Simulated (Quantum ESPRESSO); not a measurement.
Space group R-3m, hexagonal axes (No. 166); a = 3.473 Å, b = 3.473 Å, c = 13.799 Å, α = 90.00°, β = 90.00°, γ = 120.00°

```json
[
 {"atom": "H", "site": "3b", "symmetry": "-3m", "x": "0.0000", "y": "0.0000", "z": "0.5000"},
 {"atom": "F", "site": "6c", "symmetry": "3m", "x": "0.0000", "y": "0.0000", "z": "0.4173"},
 {"atom": "Na", "site": "3a", "symmetry": "-3m", "x": "0.0000", "y": "0.0000", "z": "0.0000"}
]
```
(The calculation used a cell of 4 atoms; values per cell refer to that cell.)

Cell and atoms were relaxed with PBE+D3(BJ) from Materials Project entry mp-27837, within its symmetry.

Problem. What does PBEsol (Quantum ESPRESSO, PseudoDojo norm-conserving, 88 Ry, without SOC) give for the electronic structure near the Fermi level?

Solution. The PBEsol gap is indirect, 6.91 eV, from Z to Γ; the smallest direct gap is 7.13 eV.
